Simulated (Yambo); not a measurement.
Quantum ESPRESSO input (PBEsol, PseudoDojo standard norm-conserving files, scalar-relativistic) whose wavefunctions are converted with p2y:

```
&CONTROL
  calculation = 'nscf'
  pseudo_dir = './pseudo'
  outdir = './out'
/
&SYSTEM
  ibrav = 0
  nat = 10
  ntyp = 4
  ecutwfc = 82.0
  ecutrho = 328.0
  occupations = 'fixed'
  force_symmorphic = .true.
  nbnd = 307
/
&ELECTRONS
  conv_thr = 1e-08
  diago_full_acc = .true.
  diago_thr_init = 1e-08
/
ATOMIC_SPECIES
Cl 35.4500 Cl.upf
Sc 44.9559 Sc.upf
Rb 85.4678 Rb.upf
Ag 107.8682 Ag.upf
CELL_PARAMETERS angstrom
  0.000000000000   5.240005000000   5.240005000000
  5.240005000000   0.000000000000   5.240005000000
  5.240005000000   5.240005000000   0.000000000000
ATOMIC_POSITIONS crystal
Cl   0.761400000000   0.238600000000   0.238600000000
Cl   0.238600000000   0.761400000000   0.761400000000
Cl   0.238600000000   0.761400000000   0.238600000000
Cl   0.761400000000   0.238600000000   0.761400000000
Cl   0.238600000000   0.238600000000   0.761400000000
Cl   0.761400000000   0.761400000000   0.238600000000
Sc   0.000000000000   0.000000000000   0.000000000000
Rb   0.750000000000   0.750000000000   0.750000000000
Rb   0.250000000000   0.250000000000   0.250000000000
Ag   0.500000000000   0.500000000000   0.500000000000
K_POINTS automatic
1 1 1 0 0 0
```

Yambo's initialisation report on symmetry, reciprocal space, the k grid and the gaps on this mesh:

```
  [02.02] Symmetries
  ==================

  Inversion symmetry    : yes
  Spatial inversion     : yes
  Inversion index       :  25
  K-space Time-reversal : no
  Magnetic symmetries   : no
  Group table correct   : yes
  Symmetries units      :  [cc]

  [02.03] Reciprocal space
  ========================

  nG shells         :  1089
  nG charge         :  194801
  nG WFs            :  24309
  nC WFs            :  24309
  G-vecs. in first 80 shells:  [ Number ]
     1    9   15   27   51   59   65   89  113
    137   169   181   229   259   283   307   331   339
    387   411   459   531   537   561   609   645   701
    725   749   821   869   893   941   965  1037  1067
   1139  1211  1243  1291  1363  1411  1459  1471  1591
   1639  1687  1759  1807  1837  1893  1917  1989  2085
   2109  2133  2229  2277  2397  2421  2445  2565  2637
   2685  2733  2741  2837  2891  2975  3071  3119  3143
    3215   3287   3383   3479   3527   3647   3695   3719
  ...
  Shell energy in first 80 shells:  [ mHa ]
    0.00000      150.984      201.312      402.623      553.607      603.935      805.246      956.230      1006.56
    1207.87      1358.85      1610.49      1761.48      1811.80      2013.12      2164.10      2214.43      2415.74
    2566.72      2617.05      2818.36      2969.34      3220.98      3371.97      3422.30      3623.61      3774.59
    3824.92      4026.23      4177.21      4227.54      4428.85      4579.84      4831.48      4982.46      5032.79
    5234.10      5385.08      5435.41      5787.71      5838.03      6039.35      6190.33      6441.97      6592.95
    6643.28      6844.59      6995.57      7045.90      7247.21      7398.20      7448.53      7649.84      7800.82
    8052.46      8203.44      8253.77      8455.08      8606.07      8656.39      8857.71      9008.69      9059.02
    9260.33      9411.31      9662.95      9813.94      9864.26      10065.6      10216.6      10266.9      10468.2
    10619.2      10669.5      10870.8      11021.8      11273.4      11424.4      11474.8      11676.1
  ...

  [02.04] K-grid lattice
  ======================

  Compatible Grid is   : 0D
  K lattice UC volume  :  0.127737 [a.u.]

  IBZ K-points                                      :  1
  BZ  K-points                                      :  1

  K/Q-points units:
  rlu = crystal or reduced units; cc = cartesian coordinates; iku = interal k-units

  K [1]          [rlu]:  0.000000  0.000000  0.000000
         WF components:  24309

  [02.05] Energies & Occupations
  ==============================

  [X] === General ===
  [X] Electronic Temperature                        :  0.000000  0.000000 [eV K]
  [X] Bosonic    Temperature                        :  0.000000  0.000000 [eV K]
  [X] Finite Temperature mode                       : no
  [X] El. density                                   :  0.31276E+24 [cm-3]
  [X] Fermi Level                                   :  2.620409 [eV]

  [X] === Gaps and Widths ===
  [X] Conduction Band Min                           :  3.728324 [eV]
  [X] Valence Band Max                              :  0.000000 [eV]
  [X] Filled Bands                                  :   45
  [X] Empty Bands                                   :   46  307
  [X] Direct Gap                                    :  3.728324 [eV]
  [X] Direct Gap localized at k                     :  1
```
The gaps are PBEsol values on this mesh alone; only operations without fractional translations are kept.

Spin-orbit coupling is not included.

Geometry of the Materials Project entry, not relaxed at this level.
